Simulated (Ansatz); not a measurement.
## Pd (dhcp): energy against volume

Theory: DFT, r2SCAN, plane waves (500 eV) with PAW, scalar-relativistic in Ansatz. The PAW files were generated under PBE, with cores re-solved for the functional.

The cell is scaled uniformly from the relaxed one, with fractional coordinates and shape fixed. Energies are extrapolated to zero smearing, pressures are those at the given smearing. Magnetic state: ferromagnetic.

A Birch-Murnaghan fit gives V₀ = 14.99 Å³/atom, B₀ = 183 GPa, B₀′ = 5.5.

(1) What are the energy above the minimum and the pressure at 13.198 Å³/atom?

(2) What are the energy above the minimum and the pressure at 14.398 Å³/atom?

(3) What are the energy above the minimum and the pressure at 16.198 Å³/atom?

Answers

(1) 161.9 meV/atom and 33.03 GPa as computed.

(2) 14.7 meV/atom and 8.32 GPa as computed.

(3) 46.6 meV/atom and -11.33 GPa as computed.
